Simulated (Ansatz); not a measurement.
## 4 guesses for HfNbTe4 and where they end

The calculation used Ansatz, DFT PBE, scalar-relativistic, plane waves, PAW. All cells share a 420 eV cutoff and Γ-centred k meshes spaced at most about 0.3 Å⁻¹ (about 0.25 or finer for metals, 2π included). Collinear spin in cells that started with moments and kept them past the coarse steps, no spin elsewhere.

Each guess was relaxed in cell and atoms at zero pressure, within the symmetry of its start. Temperature and zero-point effects are left out. Coordination counts Te atoms around Hf and Nb (those within 1.25 times the shortest such distance or 1.15 times the sum of covalent radii; a plus sign parts nearer from farther groups; the shortest distance is added where it is long for a bond).

| guess | made from | start group | V start (Å³/atom) | end group | V end (Å³/atom) | coordination at the end | gap on mesh (eV) | largest moment (μB) | E over the lowest end (meV/atom) |
| --- | --- | --- | --- | --- | --- | --- | --- | --- | --- |
| 1 | BaSrI4 type | P4/mmm | 32.4 | P4/mmm | 28.6 | Hf 8, Nb 8 | 0 | 1.4 | 362 |
| 2 | SrCaSi4 type | P-3m1 | 33.9 | P-3m1 | 30.2 | Hf 6, Nb 6 | 0 | - | 0 |
| 3 | random cell | P-3m1 | 30.4 | ? | ? | ? | ? | ? | ? |
| 4 | RbFeF4 type | P4/mmm | 27.9 | P4/mmm | 38.9 | Hf 8 from 3.9 Å, Nb 4+2 | 0 | - | 1374 |

Guess 3 as it starts:

```cif
data_structure
_symmetry_space_group_name_H-M 'P-3m1'
_symmetry_Int_Tables_number 164
_cell_length_a 4.8301
_cell_length_b 4.8301
_cell_length_c 9.0232
_cell_angle_alpha 90.000
_cell_angle_beta 90.000
_cell_angle_gamma 120.000
_cell_volume 182.30
loop_
_atom_site_label
_atom_site_type_symbol
_atom_site_symmetry_multiplicity
_atom_site_Wyckoff_symbol
_atom_site_fract_x
_atom_site_fract_y
_atom_site_fract_z
_atom_site_occupancy
Hf1 Hf 1 a 0.00000 0.00000 0.00000 1
Nb1 Nb 1 b 0.00000 0.00000 0.50000 1
Te1 Te 2 d 0.33333 0.66667 0.47529 1
Te2 Te 2 c 0.00000 0.00000 0.27381 1
```

**Question.** Fill in the missing row: what does this guess relax into, and where does it rank?

**Answer.** It ends in space group P-3m1 (No. 164), with a = 4.965 Å, c = 10.945 Å, 38.9 Å³/atom and no gap, with moments up to 0.0 μB. It lies 0.98 eV/atom over the lowest end, above guess 1 and below guess 4. Counting Te atoms around Hf and Nb, this end has Hf 2, Nb 8 and the lowest (guess 2) has Hf 6, Nb 6.

```
Hf Nb Te
1.0
     4.96488    0.00000    0.00000
    -2.48244    4.29971    0.00000
     0.00000    0.00000   10.94459
Hf Nb Te
1 1 4
Direct
  0.00000 0.00000 0.00000
  0.00000 0.00000 0.50000
  0.33333 0.66667 0.44563
  0.66667 0.33333 0.55437
  0.00000 0.00000 0.24152
  0.00000 0.00000 0.75848
```

Formation energies are uncorrected and refer to the elements' standard structures at the same level.

**Question.** Is the lowest end bound against the elements?

**Answer.** Yes: its formation energy is −0.60 eV/atom. It lies below the elements, which doesn't yet make it stable against other compounds or structures.

No dispersion correction is applied, so the spacing and binding between layers, chains or molecules are poorly described (P-3m1 at 30.2 Å³/atom), and this can change margins and order among such cells. These runs have no spin–orbit coupling, which can matter for Hf and Te. A magnetic state wasn't ruled out in cells without spin, among them P4/mmm at 38.9 Å³/atom. The reference form of Te is held partly by dispersion forces, which this level lacks. Another magnetic order may lie lower. Cells relaxed within their symmetry can be saddle points. A lower structure may well exist outside this small set. Some types were kept out of the candidates beforehand, so the set may lack a known form.
